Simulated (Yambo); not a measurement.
Convergence of the G0W0 gap of KHgF₃

G0W0@PBEsol for KHgF3 (space group Cmmm, No. 65, within 0.06 Å of Pm-3m) in Yambo. Reference settings: 2×2×2 Γ-centred k mesh, bands 9 to 284 and a 7 Ry block in the screening, 284 bands in G with the Bruneval-Gonze terminator, plasmon pole fitted at 27.2 eV. The PBEsol gap (-0.5, -0.5, -0.5) → Γ on this mesh is 0.30 eV; G0W0 gaps are taken between the same points.

```tsv
change from the reference	G0W0 gap (-0.5, -0.5, -0.5) → Γ (eV)	shift of the valence edge (eV)	rough Yambo cost
reference settings	2.21	-0.96	1
120 bands in W, 120 bands in G	2.66	-0.91	about 1/2
190 bands in W, 190 bands in G	2.31	-0.93	within a factor of two
120 bands in G	2.26	-0.95	–
190 bands in G	2.22	-0.96	–
142 bands in W	2.46	-0.92	within a factor of two
3 Ry block	2.41	-1.18	within a factor of two
1 Ry block	4.26	-2.28	within a factor of two
6 Ry block	2.21	-0.97	within a factor of two
pole fitted at 15 eV	2.25	-0.92	–
no random integration	2.11	-0.72	–
120 bands in G, no terminator	1.94	-0.23	–
190 bands in G, no terminator	1.99	-0.52	–
no terminator	2.05	-0.69	–
```

The reference isn't shown to be the converged limit. Costs are rough (shared machines), scaled to the same edge states, and given only for runs that recompute the screening.

Spin-orbit coupling is included.

Geometry of the Materials Project entry, not relaxed at this level; primitive cell a = 4.533 Å, b = 4.533 Å, c = 4.524 Å, α = 90.00°, β = 90.00°, γ = 90.11°.

A shift is the quasiparticle energy of the state minus its PBEsol energy.
